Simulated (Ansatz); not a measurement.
(100) slab cut from the bulk of Ir, 15 Å of vacuum:

```
CELL_PARAMETERS angstrom
2.73697 0.00000 0.00000
0.00000 2.73697 0.00000
0.00000 0.00000 24.67664
ATOMIC_POSITIONS crystal
Ir 0.50000 0.50000 0.30393
Ir 0.00000 0.00000 0.38236
Ir 0.50000 0.50000 0.46079
Ir 0.00000 0.00000 0.53921
Ir 0.50000 0.50000 0.61764
Ir 0.00000 0.00000 0.69607
```

These are results of Ansatz 0.2.0, DFT PBE, scalar-relativistic, plane waves, PAW, not measurements. Cutoff 420 eV; k points 13×13×1 on the computed 6-atom cell (Γ-centred); Gaussian smearing, width 0.10 eV; no spin polarisation. A dipole correction removes the field between periodic images along c.

This base run converges in 9 iterations with a largest force of 0.953 eV/Å and a work function of 5.55 eV on the top face.

Settings are then changed, some of them on purpose to poor values; changes count from the base run, and γ keeps the base's bulk energy.

**Question.** What does each change do? the slab 1 repeat of the bulk cell thicker; the slab 2 repeats of the bulk cell thicker; k mesh 19×19×1; field of -0.3 V/Å along c; cutoff 300 eV; functional PBEsol; occupations gaussian 0.01 eV; the slab 2 repeats of the bulk cell thinner; occupations fermi-dirac 0.025 eV.

**Answer.** 
```
                                     change                               outcome  SCF iterations  ΔE at zero smearing (meV/atom)  Δγ (J/m²)  Δφ top (eV)  largest force (eV/Å)
 the slab 1 repeat of the bulk cell thicker                             converged               9                           -60.7     +0.040        +0.01                 0.917
the slab 2 repeats of the bulk cell thicker                             converged               9                          -110.5     +0.044        -0.01                 0.972
                             k mesh 19×19×1                             converged               8                            +1.2     +0.008        +0.01                 1.005
                  field of -0.3 V/Å along c                             converged              10                            -4.0                                         0.952
                              cutoff 300 eV  converged (cutoff below recommended)               9                          +167.3                   +0.01                 0.982
                          functional PBEsol                             converged               9                                                   +0.12                 1.479
               occupations gaussian 0.01 eV                             converged              10                            +0.3     +0.002        +0.01                 0.928
the slab 2 repeats of the bulk cell thinner                             converged               8                          +245.2     +0.059         0.00                 0.830
           occupations fermi-dirac 0.025 eV                             converged               9                            +0.2     +0.001         0.00                 0.938
```

Spin-orbit coupling is left out, which matters for the bands of heavy elements.
